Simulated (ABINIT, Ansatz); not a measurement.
This is a calculation of GeW for ABINIT 10.8.3 (patched build). Atoms were shifted at random by some hundredths of an Å from the given cell, which wasn't relaxed again for these runs. The cell comes from a database or a generator and needn't be the stable form of this composition.

Contents of run.abi:

```
# Pseudopotentials
pp_dirpath "./"
pseudos "Ge.GGA_PBE-JTH.xml, W.GGA_PBE-JTH.xml"

# Structure
acell 3*1.0
rprim
     0.0000000000     4.8709769561     4.8709769561
     4.8709769561     0.0000000000     4.8709769561
     4.8709769561     4.8709769561     0.0000000000
ntypat 2
znucl 32 74
natom 2
typat 1 2
xcart
     2.5574530898     2.6195167834     2.5464930921
    -0.0252786213     0.0183345399     0.0373186376 Angstrom
chkprim 0
chksymtnons 0
tolsym 1.0e-6

# Plane-wave basis
ecut 22.0
pawecutdg 44.0
pawxcdev 0

# k points
kptopt 1
ngkpt 9 9 9
nshiftk 1
shiftk 0.0 0.0 0.0

# Exchange and correlation
ixc 11

# Bands and occupations
nband 18
occopt 3
tsmear 0.05 eV

# SCF cycle
nstep 100
tolvrs 1.0e-9

# Output
iomode 3
prtwf 0
prtden 0
prteig 0
prtebands 0
```

Potentials or basis: JTH PAW PBE v2.0.

Command:

```sh
$ abinit run.abi > log 2>&1
```

Question: Translate it to Ansatz 0.2.0. Potentials or basis there: Ansatz PAW (earlier soft set), cutoff 420 eV.

Answer: As run (cutoffs and basis follow the program's own potentials, and thresholds, step limits or extra output files can differ):

input.yaml

```yaml
crystal:
  lattice:
    - [0.0, 2.57761, 2.57761]
    - [2.57761, 0.0, 2.57761]
    - [2.57761, 2.57761, 0.0]
  atoms:
    - { symbol: Ge, position: [0.506003, 0.481925, 0.510255] }
    - { symbol: W, position: [0.015699, -0.001221, -0.008586] }
hamiltonian:
  xc: pbe
  pseudopotentials: { kind: paw, azcp: { folder: soft_1 } }
kpoints:
  mp_grid: { grid: [9, 9, 9] }
scf:
  occupations: { method: fermi_dirac, width: 0.05 }
output:
  forces: true
  stress: true
  eigenvalues: true
```

Potentials or basis: Ansatz PAW soft_1.

Run with:

```sh
$ ansatz run input.yaml --threads 1 --pin off --max-ram 3584MiB --backend cpu --events-out ev --progress --plain --runs-dir out
```

Both were run:

|  | ABINIT | Ansatz |
| --- | --- | --- |
| Pressure | 0.3 GPa | 0.7 GPa |
| Largest force | 0.674 eV/Å | 0.670 eV/Å |
| Energy over the undisturbed cell | 12.1 meV/atom | 12.0 meV/atom |

Ansatz's pressure holds a Pulay term of +0.07 GPa for its cutoff of 420 eV, which the other run lacks.

Where Ansatz's input types no cutoff or centring, it takes its own default and a Γ-centred mesh.

Pressure is positive in compression.
